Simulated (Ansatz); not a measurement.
Molecular dynamics on a 2×2×1 supercell (12 atoms) of TiTe2 (CdI2 type), relaxed with r2SCAN+rVV10. Forces come from r2SCAN in Ansatz 0.2.0: Langevin thermostat and barostat (NPT), 300 K, steps of 2 fs. Spin polarisation is off, nuclei are classical, and the run is far too short for thermal averages.

```yaml
crystal:
  lattice:
    - [7.5816641755, -1.0e-10, 0.0]
    - [-3.7908320877, 6.565913779, 0.0]
    - [0.0, 0.0, 6.55416263]
  atoms:
    - { symbol: Ti, position: [0.0, 0.0, 0.0] }
    - { symbol: Te, position: [0.1666666667, 0.3333333333, 0.2578174199] }
    - { symbol: Te, position: [0.3333333333, 0.1666666667, 0.7421825801] }
    - { symbol: Ti, position: [0.0, 0.5, 0.0] }
    - { symbol: Te, position: [0.1666666667, 0.8333333333, 0.2578174199] }
    - { symbol: Te, position: [0.3333333333, 0.6666666667, 0.7421825801] }
    - { symbol: Ti, position: [0.5, 0.0, 0.0] }
    - { symbol: Te, position: [0.6666666667, 0.3333333333, 0.2578174199] }
    - { symbol: Te, position: [0.8333333333, 0.1666666667, 0.7421825801] }
    - { symbol: Ti, position: [0.5, 0.5, 0.0] }
    - { symbol: Te, position: [0.6666666667, 0.8333333333, 0.2578174199] }
    - { symbol: Te, position: [0.8333333333, 0.6666666667, 0.7421825801] }
kpoints:
  mp_grid: { grid: [3, 3, 3] }
hamiltonian:
  xc: r2scan
scf:
  occupations: { method: fermi_dirac, width: 0.026 }
md:
  ensemble: npt_langevin
  temperature: 300
  timestep: 2.0
  n_steps: 40
  initial_velocities: maxwell_boltzmann
  seed: 6947
```

Run as `ansatz run input.yaml --threads 4 --pin off --max-ram 3686MiB --backend cpu --events-out ev --progress --plain --runs-dir out`. It ended after 7.6 min on 4 threads of Arm Neoverse V1 (shared host); peak host memory 2.2 GiB.

```
step  t (fs)  T (K)  free energy F from step 0 (meV/atom)  kinetic energy (meV/atom)  pressure (GPa)  volume (Å³/atom)  largest force (eV/Å)
   0       0    275                                   0.0                       35.5            1.05             27.19                  0.06
   1       2    258                                   0.1                       33.4            1.05             27.19                  0.09
   2       4    227                                   0.3                       29.4            1.04             27.21                  0.17
   3       6    220                                   0.7                       28.5            1.02             27.23                  0.23
   4       8    199                                   1.2                       25.8            0.98             27.26                  0.28
   5      10    199                                   1.8                       25.7            0.94             27.29                  0.33
   6      12    212                                   2.6                       27.4            0.93             27.32                  0.38
   7      14    192                                   3.5                       24.8            0.88             27.35                  0.43
   8      16    176                                   4.3                       22.8            0.82             27.39                  0.47
   9      18    193                                   5.2                       24.9            0.74             27.44                  0.49
  10      20    189                                   6.1                       24.4            0.65             27.50                  0.51
  11      22    198                                   7.0                       25.6            0.59             27.55                  0.53
  12      24    208                                   8.1                       26.9            0.55             27.59                  0.54
  13      26    193                                   9.2                       24.9            0.52             27.62                  0.56
```

The temperature starts at 275 K, is lowest at step 8 (176 K, 16 fs) and ends at 193 K. The thermostat hasn't had time to restore it. The atoms start on their lattice sites with kinetic energy alone, so much of it first passes into potential energy. The job's limit cut the run after 13 of 40 steps.

Positions (Å) and forces (eV/Å) at step 13:
```
cell (Å): 7.621 0.000 0.000; -3.811 6.600 0.000; 0.000 0.000 6.588
Ti   0.031  -0.037  -0.038    -0.192  -0.055   0.448
Te  -0.010   2.188   1.733     0.191   0.105  -0.390
Te   1.843   1.077   4.909     0.382   0.406  -0.056
Ti  -1.872   3.335   0.067    -0.019  -0.248  -0.407
Te  -1.901   5.456   1.695    -0.012   0.481  -0.016
Te   0.013   4.432   4.900    -0.030  -0.191   0.112
Ti   3.820   0.090  -0.052    -0.100  -0.454   0.284
Te   3.802   2.170   1.652    -0.043   0.227   0.207
Te   5.702   1.109   4.928     0.121   0.218  -0.141
Ti   1.882   3.383   0.017    -0.065  -0.234  -0.045
Te   1.923   5.524   1.719    -0.094  -0.008  -0.297
Te   3.844   4.433   4.863    -0.139  -0.248   0.301
```
